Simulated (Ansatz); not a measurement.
# Vibrations of Li (P6_3/mmc) by finite displacements

```yaml
crystal:
  lattice:
    - [3.05573, 0.00000, 0.00000]
    - [-1.52786, 2.64634, 0.00000]
    - [0.00000, 0.00000, 4.98864]
  atoms:
    - { symbol: Li, position: [0.33333, 0.66667, 0.25000] }
    - { symbol: Li, position: [0.66667, 0.33333, 0.75000] }
```

Conventional cell: a = 3.056 Å, b = 3.056 Å, c = 4.989 Å, α = 90.00°, β = 90.00°, γ = 120.00°. Li (atom 1) has 12 Li at 3.06 Å as nearest neighbours.

Level of theory, where no other is named: PBEsol, all-electron LAPW in Ansatz 0.2.0, scalar-relativistic. k mesh 14×14×8, Fermi-Dirac smearing of 0.050 eV, basis error target 0.5 meV/atom. The cell was relaxed by PAW under this functional, which moved its volume by -5 % from the database entry's. The structure is one entry of a database and needn't be the stable phase.

Atoms are displaced by 0.01 Å in the smallest supercells that hold the wave vectors of a 2×2×2 mesh. Negative values stand for unstable modes.

(1) What are the phonon energies at the solved wave vectors, in meV?

(2) Is the structure dynamically stable at these wave vectors?

(3) How do the optical zone-centre modes decompose, and which are active?

(4) How well do frozen-core PAW files reproduce these all-electron values?

(5) The cell is scaled evenly to 39.130 and 41.551 Å³ (from 40.341), with free atoms relaxed and the shape held, so these aren't the values under hydrostatic pressure. What are the mode Grüneisen parameters γ = −d ln ω/d ln V?

## Answers

(1) 

| q | point | modes (meV) |
| --- | --- | --- |
| 0.000 0.000 0.000 | Gamma | 15.32 (×2), 39.61 |
| 0.500 0.000 0.000 | M | 15.78, 22.55, 30.19, 37.09, 38.05, 39.54 |
| 0.000 0.000 0.500 | A | 10.64 (×4), 28.47 (×2) |
| 0.500 0.000 0.500 | L | 21.93 (×2), 22.93 (×2), 40.85 (×2) |

(2) Yes, no mode is unstable there; wave vectors off this mesh aren't tested.

(3) Point group 6/mmm: Γ_opt = E2g + B1g.

| label | meV | activity | mostly |
| --- | --- | --- | --- |
| E2g | 15.32 | Raman | Li (100 %) |
| B1g | 39.61 | silent | Li (100 %) |

(4) With a cutoff of 420 eV and displacements of 0.0025 Å, the r.m.s. difference over the modes is 0.1 cm⁻¹; the largest difference is 306.6 (PAW) against 306.9 cm⁻¹ (LAPW).

(5) For the highest mode, 342.1 cm⁻¹ in the small cell and 317.4 in the large one give γ ≈ 1.25. From the change of the dynamical matrix on each mode:

| point | cm⁻¹ | γ |
| --- | --- | --- |
| Gamma | 123.6 | 0.42 |
| Gamma | 319.4 | 1.29 |
| M | 127.3 | 0.44 |
| M | 181.9 | 0.93 |
| M | 243.5 | 0.64 |
| M | 299.1 | 1.00 |
| M | 306.9 | 1.30 |
| M | 318.9 | 1.10 |
| A | 85.8 | 0.22 |
| A | 229.6 | 1.10 |
| L | 176.9 | 0.49 |
| L | 185.0 | 0.40 |
| L | 329.5 | 1.25 |

Weighted by the modes' heat capacities at 300 K, the mean on this mesh is 0.74; it moves with the q mesh, and a coarse one overweights the zone boundary.

Keep in mind: responses of metals move with mesh and smearing; the frozen-core PAW files of the compared runs were fitted under PBE, their cores solved anew for this functional.
